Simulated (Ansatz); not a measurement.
# WC — electric field gradients

The cell is a COD entry, atoms as given.

```yaml
crystal:
  lattice:
    - [2.90650, 0.00000, 0.00000]
    - [-1.45325, 2.51710, 0.00000]
    - [0.00000, 0.00000, 2.83660]
  atoms:
    - { symbol: W, position: [0.00000, 0.00000, 0.00000] }
    - { symbol: C, position: [0.66667, 0.33333, 0.50000] }
```

Atoms are numbered from 1 in the order listed; like atoms form one site, named after its first atom.

All values are calculated (Ansatz; DFT, PBE, plane waves and PAW, scalar-relativistic, collinear spin, 420 eV cutoff, Γ-centred 13×13×12 k-points, Fermi–Dirac smearing 0.05 eV), not measured. Start moments as typed (μB): 2 on each W, none on the rest.

C_Q = eQV_zz/h, which is 24.18 MHz for Q = 1 b and V_zz = 10²¹ V/m²; η = (V_xx − V_yy)/V_zz.

(1) Give the quadrupolar parameters of the distinct sites.

Answers

(1) 

```
site  atoms (order as listed)    first shell  V_xx, V_yy, V_zz (10²¹ V/m²)     η  C_Q (MHz)
   W                        1  6 C at 2.20 Å            6.82, 6.82, -13.64  0.00          –
   C                        2  6 W at 2.20 Å         -0.044, -0.044, 0.088  0.00          –
```

An axis of threefold or higher order runs through W and C, so V_zz lies along it and η is zero.

W, C have no stable isotope with a ground-state quadrupole moment in the table, so no C_Q is given.

At this cell the PBE pressure is 6 GPa, so with PBE the cell would grow if it were relaxed. With no gap above 0.1 eV, as in a metal, the gradients converge slowly in k; expect changes of a tenth or more on a denser mesh. Without spin–orbit coupling the gradients at and beside W can be off by some per cent, at some sites by more. The start moments die out, and the run ends without spin.
